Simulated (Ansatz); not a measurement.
Relaxed-ion elastic tensor of LaC$_{2}$ (MoSi2 or CaC2 type, I4/mmm) in GPa (Voigt order), the program Ansatz at the LDA level (PAW); density 5.59 g/cm³, 16.12 Å³ per atom.

```
      1     2     3     4     5     6
-  ----  ----  ----  ----  ----  ----
1   153   101  25.5   0.0   0.0   0.0
2   101   153  25.5   0.0   0.0   0.0
3  25.5  25.5   394   0.0   0.0   0.0
4   0.0   0.0   0.0  11.0   0.0   0.0
5   0.0   0.0   0.0   0.0  11.0   0.0
6   0.0   0.0   0.0   0.0   0.0  74.2
```

Q: Is the crystal mechanically stable?

A: Yes: the smallest eigenvalue of C is 11.0 GPa.

Q: Work out the Voigt, Reuss and Hill averages.

A: K_V = 111, K_R = 105, K_H = 108; G_V = 55.8, G_R = 20.8, G_H = 38.3 GPa.

Q: Give Young's modulus, Poisson's ratio, Pugh's ratio and the universal anisotropy index.

A: E = 9KG/(3K + G) = 103 GPa; ν = 0.34; K/G = 2.82 (ductile by the Pugh limit of 1.75); A_U = 5G_V/G_R + K_V/K_R − 6 = 8.45.

Q: Estimate the sound speeds and the Debye temperature.

A: v_l = √((K + 4G/3)/ρ) = 5340 m/s, v_t = √(G/ρ) = 2620 m/s, mean 2940 m/s; Θ = (h/k)(3n/4πV)^(1/3) v_m = 346 K.

Q: Solve the Christoffel equation for the three sound speeds along x, y, z.

A: Eigenvalues of C_ijkl n_j n_l equal ρv². In km/s, slowest first: x 1.40, 3.64, 5.23; y 1.40, 3.64, 5.23; z 1.40, 1.40, 8.39.

Q: How much does each axis shrink under pressure?

A: Linear compressibilities β_i = Σ_j S_ij (j = 1 to 3): x 3.7, y 3.7, z 2.1 per TPa.

The first step of the workflow began from a Materials Project structure, measured or hypothetical; the Crystallography Open Database files this formula in space group No. 139, but the cells were not matched. Its standing as an ambient phase is unchecked. The LDA relaxation kept the symmetry of its start; whether a distortion lowers the energy is not shown. As this level gives no gap, shear constants depend on the k-mesh and smearing (Fermi–Dirac, 0.1 eV here). Scalar-relativistic: spin–orbit coupling is off unless named, which matters more the heavier the elements.

Potentials: the later of the program's two PAW sets.
